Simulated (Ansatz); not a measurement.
Ge₂W in space group I4/mcm (No. 140; Ge on 8h, W on 4a), PBE in the plane-wave PAW code Ansatz, all energies at zero smearing, with the estimated change up to a 700 eV cutoff added, with one set of potentials and settings (totals compare only within such a set). Cell of 6 atoms (4 Ge, 2 W): -37948.880 eV.

```
element             reference phase  E (eV/atom)
-------  --------------------------  -----------
Ge       Fd-3m, 2 atoms in the cell   -4294.9847
W        Im-3m, 1 atoms in the cell  -10384.8193
```

Formation energy per atom, worked out: (-37948.880 − 4×(-4294.9847) − 2×(-10384.8193))/6 = 0.116 eV/atom (11 kJ per mol of atoms), at 0 K, without zero-point energy or fitted corrections.

A made-up cell: these elements were put on the sites of a structure type; neither database checked (COD, Materials Project) lists it. COD files the formula under space group No. 139, so this cell is another polymorph or a model. Whether it is the stable phase at ambient conditions was not checked. The cell was relaxed with PBE under the symmetry of its start; whether a distortion lowers the energy is not shown. The run is not spin-polarised. The references are the lowest solids computed at this level, not always the standard phases. Spin–orbit coupling is left out wherever it is not named.

Potentials: the later of the program's two PAW sets.
